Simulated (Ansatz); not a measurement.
## B₃RuN₄: input and output of an SCF run

System: B₃RuN₄, a cell of a measured crystal with one cation replaced (not relaxed); the cell holds 8 atoms. One B of COD entry 9008834 is replaced by Ru, with no charge compensation. All atoms are displaced slightly at random. Forces or pressure are large, so the cell is far from its computed equilibrium.

These are results of DFT, PBEsol+U, PAW, plane waves, scalar-relativistic in Ansatz development build ahead of 0.2.0, not measurements.

The input:

```yaml
crystal:
  lattice:
    - [3.615, 0.0, 0.0]
    - [0.0, 3.615, 0.0]
    - [0.0, 0.0, 3.615]
  atoms:
    - { symbol: B, position: [0.98315468, 0.99824776, 0.99549138] }
    - { symbol: "N", position: [0.24671851, 0.23189964, 0.24728933] }
    - { symbol: B, position: [0.03074767, 0.4974867, 0.50451497] }
    - { symbol: "N", position: [0.244072, 0.75555662, 0.7579044] }
    - { symbol: B, position: [0.49403403, 0.97709549, 0.49148582] }
    - { symbol: "N", position: [0.7670259, 0.25442174, 0.75353832] }
    - { symbol: Ru, position: [0.51118256, 0.50673231, 0.99776172] }
    - { symbol: "N", position: [0.75413092, 0.75270216, 0.24474916] }
hamiltonian:
  xc: pbesol
  pseudopotentials: { kind: paw }
  hubbard: { sites: [{ species: Ru, l: d, u_eff: 2.3 }] }
basis:
  ecutwfc: 420
kpoints:
  mp_grid: { grid: [3, 3, 3] }
scf:
  occupations: { method: fermi_dirac, width: 0.01 }
  lower_state_search: "off"
output:
  forces: true
  stress: true
  write_density: true
  write_potential: true
  elf: true
  volumetric_format: npy
```

Command:
```sh
ansatz run input.yaml --threads 4 --pin off --max-ram 9216MiB --backend cpu --events-out ev --progress --plain --runs-dir out
```

What the program printed (shortened):

```
B: projections on atomic orbitals take those of the free atom [He] 2s2 2p1, of charge +0.00 (hamiltonian.pseudopotentials.projection_atoms); the dataset's partial waves leave at most 3.0e-9 of an orbital's norm unspanned inside its sphere
N: projections on atomic orbitals take those of the free atom [He] 2s2 2p3, of charge +0.00 (hamiltonian.pseudopotentials.projection_atoms); the dataset's partial waves leave at most 9.3e-9 of an orbital's norm unspanned inside its sphere
Ru: projections on atomic orbitals take those of the free atom [Ar 3d10] 4s2 4p6 4d7 5s1, of charge +0.00 (hamiltonian.pseudopotentials.projection_atoms); the dataset's partial waves leave at most 8.1e-6 of an orbital's norm unspanned inside its sphere
Pseudopotentials: kind: paw
Pseudopotential: B, paw, valence charge 3, recommended cutoff 420 eV (normal), B.paw.azcp
Pseudopotential: N, paw, valence charge 5, recommended cutoff 420 eV (normal), N.paw.azcp
Pseudopotential: Ru, paw, valence charge 16, recommended cutoff 420 eV (normal), Ru.paw.azcp
Functional definition: PBEsol
Crystal: 8 atoms, lattice volume = 47.242 Å³
Basis set: ecut = 420 eV, 925 PW (Γ), exchange–correlation on 50×50×50 points (8 copies of the dense FFT grid, shifted against one another)
Bands: 31, of which v1, the nominal top of the filled ones, is band 23 counted from 1 (22 counted from 0)
Symmetry: 1 space group operations
Space group: P1 (ITA 1), of the structure as read, at distance tolerance 3.6e-5 Å
k-points: 14 of 27 (time reversal used)
Non-local potential: B, projectors of the file, l = 0: 2, l = 1: 2, l = 2: 1
Non-local potential: N, projectors of the file, l = 0: 2, l = 1: 2, l = 2: 1
Non-local potential: Ru, projectors of the file, l = 0: 3, l = 1: 2, l = 2: 2, l = 3: 1
PAW frozen core: B, regenerated for the run's functional, and the local potential with it (the file was generated under x = pbe(κ = 0.804, μ = 0.2195149727645171), c = pbe(β = 0.06672455060314922))
PAW frozen core: N, regenerated for the run's functional, and the local potential with it (the file was generated under x = pbe(κ = 0.804, μ = 0.2195149727645171), c = pbe(β = 0.06672455060314922))
PAW frozen core: Ru, regenerated for the run's functional, and the local potential with it (the file was generated under x = pbe(κ = 0.804, μ = 0.2195149727645171), c = pbe(β = 0.06672455060314922))
Initial density: superposition of atomic densities (chi_scale 0.1, normalization cell, long waves of neutral atoms under a Hubbard term (reshape's long-wave potential 0.00 eV rms, cloud 2.17 Å wide))
Initial wavefunctions: pseudopotential atomic-orbital guess
Functional: x = pbesol(κ = 0.804, μ = 0.12345679012345678), c = pbesol(β = 0.046)
SCF iter   1: F=—  HF=-7779.539281 eV  |F-HF|=—  |Δ(HF+E_count)|=         —  Δρ=1.63e-1  dr2=8.72e0  ethr=3.10e-3  ⟨swp⟩=6.2  Hψ=1929  notcnv=0
preconditioner: auto → Resta (q_TF=auto, 2.706 Å⁻¹)  ε∞=4.9  [insulator: Δε(μ)=0.111 eV  Ē_g=16.578 eV  σ=0.010 eV  W_gap=0.80  n_scr=18 (ndim 8)  ℏωp=32.9 eV  f_vac=0.000  D(μ)=3.07/eV (n_scr^D=26)  ε∞_Penn≈4.9]
SCF iter   2: F=—  HF=-7777.244564 eV  |F-HF|=—  |Δ(HF+E_count)|=    2.29e0  Δρ=6.95e-2  dr2=1.36e0  ethr=3.10e-3  ⟨swp⟩=3.0  Hψ=963  notcnv=0  defer=37
SCF iter   3: F=—  HF=-7776.875532 eV  |F-HF|=—  |Δ(HF+E_count)|=   3.69e-1  Δρ=2.20e-2  dr2=1.54e-1  ethr=3.01e-3  ⟨swp⟩=3.0  Hψ=897  notcnv=0  defer=41
SCF iter   4: F=—  HF=-7776.837697 eV  |F-HF|=—  |Δ(HF+E_count)|=   3.78e-2  Δρ=4.07e-3  dr2=6.25e-3  ethr=3.43e-4  ⟨swp⟩=3.2  Hψ=710  notcnv=0  defer=41
SCF iter   5: F=—  HF=-7776.837565 eV  |F-HF|=—  |Δ(HF+E_count)|=   1.32e-4  Δρ=1.51e-3  dr2=4.60e-4  ethr=1.39e-5  ⟨swp⟩=2.9  Hψ=761  notcnv=0  defer=41
SCF iter   6: F=—  HF=-7776.837789 eV  |F-HF|=—  |Δ(HF+E_count)|=   2.24e-4  Δρ=1.76e-4  dr2=8.32e-6  ethr=1.02e-6  ⟨swp⟩=2.9  Hψ=721  notcnv=0  defer=41
SCF iter   7: F=—  HF=-7776.837795 eV  |F-HF|=—  |Δ(HF+E_count)|=   5.22e-6  Δρ=8.49e-5  dr2=2.98e-6  ethr=1.85e-8  ⟨swp⟩=2.0  Hψ=694  notcnv=0  defer=41
SCF iter   8: F=-7776.837794 eV  HF=-7776.837794 eV  |F-HF|=7.54e-9  |Δ(HF+E_count)|=   6.06e-7  Δρ=1.12e-5  dr2=4.22e-8  ethr=2.22e-10  ⟨swp⟩=15.8  Hψ=3503  notcnv=0
the last iteration of the SCF fills more bands at one k-point than at another: 22 at k=1 and 24 at k=0 (a band counts as filled where it holds over half of its capacity, the bands of one level by their mean; [...]
SCF 1 converged in 8 iterations: F = -7776.837794 eV  dr2 = 4.22e-8
  greatest PAW one-centre occupation: 1.010 electrons in one spin orbital (limit 2), on the Ru atom at site 6 (counted from 0), in its partial waves of l = 1
SCF converged after 8 iterations
Free energy (F): -7776.837794 eV
Harris-Foulkes:  -7776.837794 eV  (|F-HF|=7.54e-9)
Internal energy: -7776.836816 eV  (E = F + TS)
E sigma→0 (E₀):  -7776.837305 eV
Entropy (-TS):   -0.000978 eV (-0.122 meV/atom)
Fermi energy:    20.419312 eV
--- Per-component energies (eV) ---
  E_band       = 90.143821
  E_kinetic    = 1270.894796
  E_local      = -2526.328933  (includes V_loc(G=0)·N_el)
  E_nonlocal   = 586.417115
  E_hartree    = 884.271741
  E_xc         = -542.279901
  E_vxc        = -681.893829  (∫ρ·V_xc dr)
  E_hubbard    = 2.059968  (on-site DFT+U / exact-exchange correction)
  E_vhub       = -3.962938  (the Hubbard potential's part of the band-sum identity)
  E_paw        = -4128.663993  (= ΣΔE_a)
  E_vpaw       = -323.524919  (= ΣTr[D̂ρ^β])
  E_aug_tail   = 0.000207  (compensation charges beyond the density's cutoff)
  E_ewald      = -3323.617641
  E_core_change = 0.409824  (= ΣΔE_core)
  E_smearing   = -0.000978  (= −TS)
  E_closure    = 0.000000  (closes the sum)
  Σ components = -7776.837794   (vs F -7776.837794, Δ=0.00e0)
--- Forces (eV/Å), atoms counted from 1 ---
  atom   1  B      1.55699256     0.39769776     0.39970020
  atom   2  N     -7.44303522    -7.74329083     8.33394686
  atom   3  B     -1.85992433    -0.53877022    -0.45976850
  atom   4  N    -10.68733387    10.33569283   -11.57092726
  atom   5  B      0.23112625     1.84551372     0.53584765
  atom   6  N     10.11221939   -11.61542152   -12.22240229
  atom   7  Ru    -4.91375627    -4.80576677     0.77992545
  atom   8  N     13.00374637    12.12435992    14.20370419
  max |Σ_I F_I| component: 3.49e-5 eV/Å
--- Stress (GPa, compression-positive) ---
      186.933817      -3.897821      14.218686
       -3.897831     185.054971      14.555560
       14.218684      14.555570     177.010837
  P = ⅓ Tr σ = 182.9999 GPa (1829.999 kbar)
--- Band table (eV; the first three rows and the last of 14) ---
  k-point 0: bands = ["-54.1884", "-25.3294", "-25.1564", "-24.7202", "-3.4122", "1.5930", "1.8895", "2.0734", "5.4402", "5.5391", "9.9786", "10.2060", "10.4293", "10.6699", "10.8733", "11.0151", "11.0632", "13.5839", "13.9441", "14.2431", "16.9504", "17.1294", "20.0703", "20.0766", "20.6411", "24.6418", "27.6928", "28.0201", "28.1617", "28.6143", "28.8484"]
  k-point 1: bands = ["-54.1874", "-25.3438", "-25.1522", "-24.7362", "-2.4556", "-0.0915", "1.7930", "1.8290", "6.2071", "7.1586", "8.7742", "9.1293", "9.6521", "9.8020", "11.2191", "11.3286", "11.8123", "13.1929", "14.3848", "14.4640", "17.6506", "18.6616", "20.6860", "21.1801", "21.4399", "24.3069", "26.1832", "26.6249", "27.5781", "28.1718", "29.4018"]
  k-point 2: bands = ["-54.1873", "-25.3372", "-25.1706", "-24.7258", "-2.4405", "0.0361", "1.4867", "1.9295", "6.1587", "7.2600", "8.8542", "9.1270", "9.5867", "9.9851", "11.1419", "11.4408", "11.8530", "13.4762", "13.8478", "14.4959", "17.5717", "18.5594", "20.5264", "20.9922", "21.5140", "24.2079", "26.5364", "26.7125", "27.2646", "28.2150", "29.7417"]
  k-point 13: bands = ["-54.1848", "-25.3560", "-25.1842", "-24.7467", "-0.9833", "0.2312", "0.5482", "1.2026", "6.1277", "6.3911", "6.7311", "9.5519", "10.2688", "10.8165", "11.3323", "11.6390", "12.8358", "13.3012", "13.6185", "14.0023", "18.1567", "18.4412", "22.1228", "23.2551", "23.5025", "24.6093", "26.0025", "26.7025", "27.8808", "28.3510", "28.5667"]
```

A static U favours moments and orbital order; the result depends on U and need not be the measured state. With one magnetic atom in the cell its copies can only be parallel; orders in a larger cell may lie lower. The mesh is coarse, so energy differences (and at times their sign) aren't converged.

The run took 2 s on 4 threads of Arm Neoverse V1, with other jobs on the host, peak memory 0.36 GiB.
